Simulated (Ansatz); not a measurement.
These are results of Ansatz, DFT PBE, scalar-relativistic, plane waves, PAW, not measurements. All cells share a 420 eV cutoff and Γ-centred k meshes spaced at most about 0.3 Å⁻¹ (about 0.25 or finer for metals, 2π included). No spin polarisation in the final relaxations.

Temperature and zero-point effects are left out. All come from trial cells, and lower structures may exist.

Task: Order these relaxed structures of La2Zr3O by energy, lowest first, with the energy over the lowest of them.
A.

```xyz
6
Lattice="4.5160 0.0000 0.0000 -2.2580 3.9110 0.0000 0.0000 0.0000 8.3422" Properties=species:S:1:pos:R:3 pbc="T T T"
La    2.2580    1.3037    2.0395
La    2.2580    1.3037    6.3027
Zr    0.0000    0.0000    4.1711
Zr    0.0000    2.6073    0.0000
Zr    0.0000    2.6073    4.1711
O     0.0000    0.0000    0.0000
```

B.

```xyz
6
Lattice="5.4421 0.0000 0.0000 -2.7211 4.7130 0.0000 0.0000 0.0000 6.2556" Properties=species:S:1:pos:R:3 pbc="T T T"
La    2.7211    1.5710    3.1278
La    0.0000    3.1420    3.1278
Zr   -1.3605    2.3565    0.0000
Zr    2.7211    0.0000    0.0000
Zr    1.3605    2.3565    0.0000
O     0.0000    0.0000    0.0000
```

C.

```xyz
6
Lattice="5.4465 0.0000 0.0000 -2.7232 4.7168 0.0000 0.0000 0.0000 6.2691" Properties=species:S:1:pos:R:3 pbc="T T T"
La    0.0000    3.1445    0.0000
La    2.7232    1.5723    0.0000
Zr    2.7232    0.0000    3.1346
Zr    1.3616    2.3584    3.1346
Zr   -1.3616    2.3584    3.1346
O     0.0000    0.0000    0.0000
```

D.

```xyz
6
Lattice="3.2362 1.8684 3.7153 -3.2362 1.8684 3.7153 0.0000 -3.7369 3.7153" Properties=species:S:1:pos:R:3 pbc="T T T"
La    0.0000    0.0000    6.9852
La    0.0000    0.0000    4.1607
Zr   -1.6181    0.9342    1.8577
Zr    1.6181    0.9342    1.8577
Zr    0.0000   -1.8684    1.8577
O     0.0000    0.0000    0.0000
```

Result: D (0 meV/atom), A (214 meV/atom), B (503 meV/atom), C (745 meV/atom). Forms: D R-3m; A P-6m2; B P6/mmm; C P6/mmm. Counting La or Zr atoms around O (for each partner element, those within 1.25 times its shortest distance or 1.15 times the sum of covalent radii, where it is the nearest in units of that sum or under 1.3): D has O 6; A has O 9; B has O 6; C has O 6.

A magnetic state wasn't ruled out in cells without spin, among them R-3m. Cells relaxed within their symmetry can be saddle points. Some structure types and database cells were kept out of the candidates from the start, so a known form may be missing.
